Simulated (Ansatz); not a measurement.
**MoN2: comparing deformations**

Method: DFT PBEsol, scalar-relativistic, plane waves, PAW (Ansatz 0.2.0). Settings: plane waves to 420 eV, k-mesh 12×12×18 (Γ-centred), Gaussian smearing 0.15 eV. No spin polarisation. Energies are free energies at this smearing, counted from the undisturbed cell; pressure is positive in compression.

Reference structure (relaxed at this level; with this scan's settings it stands at 0.1 GPa; it needn't be the usual structure):

```
Mo N
1.0
     4.28665    0.00000    0.00000
     0.00000    4.28665    0.00000
     0.00000    0.00000    2.72843
Mo N
2 4
Direct
  0.50000 0.50000 0.00000
  0.00000 0.00000 0.00000
  0.88730 0.38730 0.50000
  0.11270 0.61270 0.50000
  0.38730 0.11270 0.50000
  0.61270 0.88730 0.50000
```

The cell is strained by ε times a Voigt pattern (xx, yy, zz, yz, xz, xy; engineering shear) with fractional coordinates fixed. τ = (1/V0) dE/dε comes from the stress tensor. Of each scan, only the three points used here are listed.

```csv
pattern,ε,τ (GPa)
"(0, 0, 0, 0, 0, 1)",-0.0025,-0.76
"(0, 0, 0, 0, 0, 1)",0.0000,0.00
"(0, 0, 0, 0, 0, 1)",0.0025,0.76
"(1, -1, 0, 0, 0, 0)",-0.0187,-21.84
"(1, -1, 0, 0, 0, 0)",0.0000,0.00
"(1, -1, 0, 0, 0, 0)",0.0187,21.84
```

Q: Which constants do the scans give, and which deformation costs least for the same size of strain tensor?

A: The slope dτ/dε at zero (parabola through three points) is pᵀCp: (0, 0, 0, 0, 0, 1) gives C66 = 302 GPa; (1, -1, 0, 0, 0, 0) gives C11 + C22 − 2 C12 = 1168 GPa. The size of the strain tensor, ε:ε, is ε² times 0.5, 2.0. Per unit of it the stiffnesses are 605, 584 GPa, so (1, -1, 0, 0, 0, 0) is the softest of these: at ε:ε = (1 %)² the quadratic term costs 1.52 meV/atom against 1.58 for the stiffest. These are clamped-ion values.

Forces appear on the atoms along this scan, and letting them relax would lower the energy and soften the response. In a metal these slopes depend on the k mesh and the smearing.

Cost: 17 runs of about 9.8 core-minutes in all, on Arm Neoverse V1 (shared hosts).